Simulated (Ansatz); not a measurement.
# Structure relaxation, Bi

The start is a randomly generated symmetric cell of Bi (space group No. 229). The structure is fully relaxed (lattice and positions, P = 0) with r2SCAN (plane waves to 500 eV, PAW, scalar-relativistic; Ansatz, an electronic-structure program). The first steps use a coarse 8×8×8 k-mesh.

Input geometry:
```yaml
crystal:
  lattice:
    - [-3.08890, 3.08890, 3.08890]
    - [3.08890, -3.08890, 3.08890]
    - [3.08890, 3.08890, -3.08890]
  atoms:
    - { symbol: Bi, position: [0.00000, 0.50000, 0.50000] }
    - { symbol: Bi, position: [0.50000, 0.00000, 0.50000] }
    - { symbol: Bi, position: [0.50000, 0.50000, 0.00000] }
```

Q: By how much does the energy per atom fall from start to end?

A: Under 0.01 eV/atom.

Q: How do the shortest distances between atoms change?

A: The closest pairs of elements (up to four, under 3.6 Å), start → end: Bi–Bi 3.09 → 3.11 Å.

Q: What band gap does the relaxed structure have at this level?

A: Zero (metallic).

Q: What does it relax into? Give the structure.

A: 
```cif
data_Bi6
_chemical_formula_sum 'Bi6'
_space_group_name_H-M_alt 'Im-3m'
_space_group_IT_number 229
_space_group_name_Hall '-I 4 2 3'
_cell_length_a 6.22958
_cell_length_b 6.22958
_cell_length_c 6.22958
_cell_angle_alpha 90.000
_cell_angle_beta 90.000
_cell_angle_gamma 90.000
loop_
_atom_site_label
_atom_site_type_symbol
_atom_site_symmetry_multiplicity
_atom_site_Wyckoff_symbol
_atom_site_fract_x
_atom_site_fract_y
_atom_site_fract_z
_atom_site_occupancy
Bi1 Bi 6 b 0.00000 0.00000 0.50000 1
```
(The calculation used a cell of 3 atoms; values per cell refer to that cell.)

The space group stays Im-3m (No. 229) (the run could not lower it), with 3 atoms in the primitive cell. Final values are on a 11×11×11 k-mesh of the relaxed cell. No spin polarisation in the result.

The run could not lose the symmetry of its start: the end is stationary, and may be a saddle point rather than a minimum.

All atoms sit on sites fixed by symmetry, so only the cell could relax.

The relaxed structure here is a generated cell of Bi: the first start was made by a random draw of sites in a space group, and the end was not matched to a known phase here, so it may be hypothetical. Known forms of Bi include space group No. 166.
